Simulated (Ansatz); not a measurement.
Consider the following.

ZnAg:
Space group P4/mmm (No. 123); a = 2.965 Å, b = 2.965 Å, c = 3.318 Å, α = 90.00°, β = 90.00°, γ = 90.00°

| atom | site | symmetry | x | y | z |
|---|---|---|---|---|---|
| Zn | 1d | 4/mmm | 0.5000 | 0.5000 | 0.5000 |
| Ag | 1a | 4/mmm | 0.0000 | 0.0000 | 0.0000 |

This is the LDA-relaxed structure.

Q: All from DFT-LDA in the program Ansatz with PAW potentials, unless another level is named. Estimate the highest zone-centre frequency.

A: 181 cm^-1.

Q: And the bulk modulus (Birch–Murnaghan fit)?

A: 129 GPa.

The first step of the workflow began from a Materials Project structure, measured or hypothetical; the Crystallography Open Database copy checked does not list it. COD files the formula under space group No. 221. Whether it is the stable phase at ambient conditions was not checked. Symmetry was held in the LDA relaxation; whether a distortion lowers the energy is not shown. The run is not spin-polarised. As this level gives no gap, phonon frequencies hold no LO–TO term and depend on the k-mesh and smearing (Fermi–Dirac, 0.1 eV here). Axis ratios of metals converge slowly with the k-mesh, so a and c are less sure than the volume. On the denser mesh and wider smearing of the elastic run this cell carries a stress of 0.3 GPa.

Potentials: the later of the program's two PAW sets.
